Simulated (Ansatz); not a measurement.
## BaZn (Pm-3m): the size of the finite step

```
Ba Zn
1.0
     4.08054    0.00000    0.00000
     0.00000    4.08054    0.00000
     0.00000    0.00000    4.08054
Ba Zn
1 1
Direct
  0.00000 0.00000 0.00000
  0.50000 0.50000 0.50000
```

The conventional cell has a = 4.081 Å, b = 4.081 Å, c = 4.081 Å, α = 90.00°, β = 90.00°, γ = 90.00°. Ba (atom 1) has 8 Zn at 3.53 Å as nearest neighbours. Around Zn (atom 2) lie 8 Ba at 3.53 Å.

Unless marked otherwise, the numbers come from r²SCAN, PAW on Ansatz 0.2.0's default frozen-core files (fitted under PBE), scalar-relativistic. k mesh 10×10×10, strains of ±0.005, Fermi-Dirac smearing of 0.100 eV, cutoff 500 eV. The cell was relaxed by PAW under this functional. This phase needn't be the one found at ambient conditions.

(1) Elastic constants come from stresses at strains of ±0.005 (two-point stencil): C11 = 41.9, C12 = 12.9, C44 = 17.5 GPa. What does an amplitude of 0.0002 give?

Results:

(1) C11 = 41.9, C12 = 12.9, C44 = 17.5 GPa. Nothing moves by 1 %. Steps under 0.001 aren't safe in general, since the basis can change from cell to cell and the noise grows as 1/δ.

Limits of these numbers: frozen-core PAW files fitted under PBE, their cores solved anew for the functional of the run; responses of metals move with mesh and smearing.
